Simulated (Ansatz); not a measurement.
This cell of AlCu (space group C2/m) is off equilibrium:

```
CELL_PARAMETERS angstrom
      5.90996    -2.00618     0.00000
      5.90996     2.00618     0.00000
     -3.86862     0.00000     5.55959
ATOMIC_POSITIONS crystal
  Cu 0.00000 0.00000 0.00000
  Cu 0.26067 0.25565 0.23991
  Cu 0.73933 0.74435 0.76009
  Cu 0.11191 0.10705 0.77284
  Cu 0.88809 0.89295 0.22716
  Al 0.50000 0.50000 0.50000
  Al 0.15593 0.15388 0.45942
  Al 0.84407 0.84612 0.54058
  Al 0.39199 0.36208 0.99452
  Al 0.60801 0.63792 0.00548
```

These are LDA (plane waves to 420 eV, PAW, scalar-relativistic; Ansatz, a quantum-chemistry and plane-wave program) values and carry that method's errors. k mesh 12×12×8 (Γ-centred), Fermi-Dirac smearing 0.05 eV. Stress and pressure are positive under compression. With partly filled bands, energies and forces of such displacements shift with the k mesh and the smearing. AlCu is run without spin polarisation. AlCu was relaxed with its symmetry unable to fall.

Task: Predict the force on every atom, in eV/Å.

Result: 
| atom | Fx | Fy | Fz |
|---|---|---|---|
| Cu1 | 0.000 | 0.000 | 0.000 |
| Cu2 | 0.009 | 0.288 | 0.023 |
| Cu3 | -0.009 | -0.288 | -0.023 |
| Cu4 | 0.010 | 0.279 | -0.020 |
| Cu5 | -0.010 | -0.279 | 0.020 |
| Al6 | 0.000 | 0.000 | 0.000 |
| Al7 | 0.001 | 0.050 | 0.000 |
| Al8 | -0.001 | -0.050 | 0.000 |
| Al9 | 0.004 | 0.729 | 0.002 |
| Al10 | -0.004 | -0.729 | -0.002 |

(For displaced atoms, the force is minus the slope of the energy, and its curvature is a force constant, which sets phonon frequencies.)
